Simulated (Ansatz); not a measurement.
Y:
```cif
data_Y2
_chemical_formula_sum 'Y2'
_space_group_name_H-M_alt 'P63/mmc'
_space_group_IT_number 194
_space_group_name_Hall '-P 6c 2c'
_cell_length_a 3.67645
_cell_length_b 3.67645
_cell_length_c 5.67595
_cell_angle_alpha 90.000
_cell_angle_beta 90.000
_cell_angle_gamma 120.000
loop_
_atom_site_label
_atom_site_type_symbol
_atom_site_symmetry_multiplicity
_atom_site_Wyckoff_symbol
_atom_site_fract_x
_atom_site_fract_y
_atom_site_fract_z
_atom_site_occupancy
Y1 Y 2 d 0.66667 0.33333 0.25000 1
```

Relaxed at zero pressure with the program Ansatz at the r²SCAN+D4 level (PAW).

Q: The volume is lowered by 9 % and shape and atoms relax at that volume. What pressure results, and how do the axes share the change?

A: 4.5 GPa; a -3.0 %, b -3.0 %, c -3.2 %; the energy rises by 40 meV/atom.

Q: Give the new structure.

A: 
Space group P6₃/mmc (No. 194); a = b = 3.5647 Å, c = 5.4940 Å, α = β = 90.00°, γ = 120.00°

```tsv
atom	site	symmetry	x	y	z
Y	2d	-6m2	0.6667	0.3333	0.2500
```

The phase is kept; no other phase was compared at this pressure.

Space group P6_3/mmc (hcp (Mg type)). The r²SCAN+D4 relaxation kept the symmetry of its start. The run is not spin-polarised. The pairwise dispersion correction was not fitted to metals. Axis ratios of metals converge slowly with the k-mesh, so a and c are less sure than the volume.

Potentials: the earlier of the program's two PAW sets.
